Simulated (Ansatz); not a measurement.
Input:

Rh₂O₃ (corundum)

Space group R-3c, hexagonal axes (No. 167); a = 5.1089 Å, b = 5.1089 Å, c = 13.8218 Å, α = 90.00°, β = 90.00°, γ = 120.00°

```
atom  site  symmetry       x       y       z
----  ----  --------  ------  ------  ------
Rh     12c        3.  0.0000  0.0000  0.1507
O      18e        .2  0.2997  0.2997  0.7500
```
(The calculation used a cell of 10 atoms; values per cell refer to that cell.)

The volume is varied about the relaxed value V₀ at fixed cell shape. The atoms relax within the cell's symmetry.

The numbers are results of PBEsol (plane waves to 420 eV, PAW, scalar-relativistic; Ansatz, a program for electronic structure), not measurements. k mesh 8×8×8 (Γ-centred), Fermi-Dirac smearing 0.05 eV. The energy includes the smearing's −TS. Compression counts positive. With the shape held, the modulus is that of even scaling; a crystal free to change shape is softer. Rh2O3 is run without spin polarisation and with no Hubbard U. Rh2O3 was relaxed with its symmetry unable to fall. ΔE is measured from the relaxed starting cell.

The scan covers V/V₀ from 0.940 to 1.060 in 11 points.

Problem. What is the fitted pressure derivative B₀′?

Solution. 5.0.

Problem. What bulk modulus at fixed cell shape B₀ follows from a third-order Birch-Murnaghan fit?

Solution. 257 GPa.

(Under strain, the slope of the energy per volume gives the stress and its curvature an elastic modulus.)
